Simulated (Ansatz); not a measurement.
LaN:
Space group Pnma (No. 62); a = 10.606 Å, b = 3.755 Å, c = 3.754 Å, α = β = γ = 90.00°

| atom | site | symmetry | x | y | z |
|---|---|---|---|---|---|
| La | 4c | .m. | 0.1246 | 0.2500 | 0.2587 |
| N | 4c | .m. | 0.3770 | 0.2500 | 0.2302 |

Relaxed with r²SCAN.

Q: Which orbitals make up the states near the band edges in r²SCAN in the plane-wave PAW code Ansatz?

A: Top 1 eV of the valence band: N 2p 70 %, La 5d 17 %, La 5p 6 %, La 4f 5 %. Bottom 1 eV of the conduction band: La 5d 78 %, N 2p 12 %, La 4f 9 %. Projections are on Löwdin-orthogonalised atomic valence shells; empty p or d shells of many metals are not among them.

Q: Tabulate the density of states.

A: States/eV per cell of 8 atoms, in 0.25 eV bins, energy from the valence-band maximum.

| E (eV) | total | La 4f | N 2p | La 5d |
|---|---|---|---|---|
| -7.85 | 0.00 | 0.00 | 0.00 | 0.00 |
| -7.60 | 0.00 | 0.00 | 0.00 | 0.00 |
| -7.35 | 0.00 | 0.00 | 0.00 | 0.00 |
| -7.10 | 0.00 | 0.00 | 0.00 | 0.00 |
| -6.85 | 0.00 | 0.00 | 0.00 | 0.00 |
| -6.60 | 0.00 | 0.00 | 0.00 | 0.00 |
| -6.35 | 0.00 | 0.00 | 0.00 | 0.00 |
| -6.10 | 0.00 | 0.00 | 0.00 | 0.00 |
| -5.85 | 0.00 | 0.00 | 0.00 | 0.00 |
| -5.60 | 0.00 | 0.00 | 0.00 | 0.00 |
| -5.35 | 0.00 | 0.00 | 0.00 | 0.00 |
| -5.10 | 0.00 | 0.00 | 0.00 | 0.00 |
| -4.85 | 0.00 | 0.00 | 0.00 | 0.00 |
| -4.60 | 0.00 | 0.00 | 0.00 | 0.00 |
| -4.35 | 0.00 | 0.00 | 0.00 | 0.00 |
| -4.10 | 0.00 | 0.00 | 0.00 | 0.00 |
| -3.85 | 0.00 | 0.00 | 0.00 | 0.00 |
| -3.60 | 0.00 | 0.00 | 0.00 | 0.00 |
| -3.35 | 0.00 | 0.00 | 0.00 | 0.00 |
| -3.10 | 0.03 | 0.00 | 0.02 | 0.01 |
| -2.85 | 1.21 | 0.01 | 0.60 | 0.41 |
| -2.60 | 3.09 | 0.04 | 1.64 | 0.95 |
| -2.35 | 6.68 | 0.15 | 3.81 | 1.83 |
| -2.10 | 9.47 | 0.25 | 5.81 | 2.51 |
| -1.85 | 12.75 | 0.34 | 8.19 | 3.52 |
| -1.60 | 10.80 | 0.36 | 7.08 | 2.76 |
| -1.35 | 9.30 | 0.35 | 6.20 | 2.18 |
| -1.10 | 10.68 | 0.47 | 7.22 | 2.25 |
| -0.85 | 14.23 | 0.80 | 9.72 | 2.75 |
| -0.60 | 12.57 | 0.71 | 8.81 | 2.09 |
| -0.35 | 4.44 | 0.18 | 3.33 | 0.50 |
| -0.10 | 0.76 | 0.01 | 0.62 | 0.04 |
| 0.15 | 0.00 | 0.00 | 0.00 | 0.00 |
| 0.40 | 0.09 | 0.00 | 0.01 | 0.08 |
| 0.65 | 0.56 | 0.03 | 0.07 | 0.45 |
| 0.90 | 0.99 | 0.08 | 0.12 | 0.77 |
| 1.15 | 1.39 | 0.15 | 0.16 | 1.06 |
| 1.40 | 1.78 | 0.24 | 0.19 | 1.32 |
| 1.65 | 2.23 | 0.37 | 0.22 | 1.61 |
| 1.90 | 2.49 | 0.52 | 0.23 | 1.70 |
| 2.15 | 3.06 | 0.77 | 0.27 | 1.96 |
| 2.40 | 4.33 | 1.35 | 0.34 | 2.55 |
| 2.65 | 4.89 | 1.82 | 0.37 | 2.57 |
| 2.90 | 4.15 | 1.85 | 0.31 | 1.87 |
| 3.15 | 4.11 | 2.00 | 0.23 | 1.77 |
| 3.40 | 6.20 | 3.22 | 0.20 | 2.63 |
| 3.65 | 9.67 | 6.38 | 0.20 | 2.91 |
| 3.90 | 22.57 | 19.33 | 0.16 | 2.75 |

The start of the workflow was typed in or built on a structure type; neither database checked (COD, Materials Project) lists it. COD files the formula under space group No. 225. Its standing as an ambient phase is unchecked. The cell was relaxed with r²SCAN under the symmetry of its start; its stability against distortions is not shown here. Scalar-relativistic: spin–orbit coupling is off unless named, which matters more the heavier the elements.

Potentials: the earlier of the program's two PAW sets.
